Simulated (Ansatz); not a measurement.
# Data sheet: FeB2 (DFT)

FeB2:
```
FeB2
1.0
    4.74148     0.00000     0.00000
    0.00000     4.73385     0.00000
    0.00000     0.00000     3.67196
Fe B
4 8
Direct
  0.47927   0.75000   0.37573
  0.52073   0.25000   0.62427
  0.02073   0.25000   0.87573
  0.97927   0.75000   0.12427
  0.66301   0.06839   0.10744
  0.33699   0.93161   0.89256
  0.83699   0.93161   0.60744
  0.16301   0.06839   0.39256
  0.16301   0.43161   0.39256
  0.83699   0.56839   0.60744
  0.33699   0.56839   0.89256
  0.66301   0.43161   0.10744
```

Space group Pnma (No. 62); conventional cell a = 4.7415 Å, b = 4.7338 Å, c = 3.6720 Å, α = β = γ = 90.00°.

Method: the program Ansatz at the LDA level (PAW). Geometry: relaxed at this level of theory. Other levels are named where they apply.

**Cell and energy**

```yaml
volume_per_atom: 6.87 Å³
density: 6.24 g/cm³
Formation energy from the elements (no fitted shifts): -0.44 eV/atom
```

**Electronic structure**

```yaml
band_gap: 0.43 eV (indirect)
valence_band_maximum: at T (k = 0.000, 0.500, 0.500)
conduction_band_minimum: at U (k = 0.500, 0.000, 0.500)
smallest_direct_gap_on_the_standard_path: 0.61 eV
Weight of the conduction-edge state by species (Voronoi cells): Fe 73 %, B 27 %
Weight of the valence-edge state by species (Voronoi cells): Fe 85 %, B 15 %
```

**Mechanics**

```yaml
Bulk modulus (Birch–Murnaghan fit): 348 GPa
Pressure derivative B′: 4.2
Elastic constants (relaxed ions, GPa): C11 = 655, C22 = 795, C33 = 641, C12 = 210, C13 = 177, C23 = 153, C44 = 300, C55 = 231, C66 = 251
mechanical_stability: stable (all eigenvalues of C positive)
hill_bulk_and_shear_moduli: 351 and 258 GPa
Young's modulus: 622 GPa
Poisson's ratio: 0.20
debye_temperature_from_the_elastic_constants: 1110 K
```

**Dielectric response**

```yaml
Electronic dielectric constant ε∞ (DFPT): 31.4 (xx), 28.9 (yy), 31.4 (zz)
Static dielectric constant ε0 (ions relaxed, cell fixed): 51.2 (xx), 47.1 (yy), 51.4 (zz)
Born charges (a third of the trace): Fe -5.72, B +2.86 e
```

**Phonons**

```yaml
Highest zone-centre frequency (without LO–TO term): 957 cm⁻¹
zone_centre_stability: no imaginary mode at Γ
```

The workflow started from a Materials Project entry (that database holds measured and hypothetical structures alike); the Crystallography Open Database copy checked does not list it. COD files the formula under space group No. 191, so this cell is another polymorph or a model. Its standing as an ambient phase is unchecked. The cell was relaxed with LDA under the symmetry of its start. The run is not spin-polarised. The references are the lowest solids computed at this level, not always the standard phases.

Potentials: the later of the program's two PAW sets.
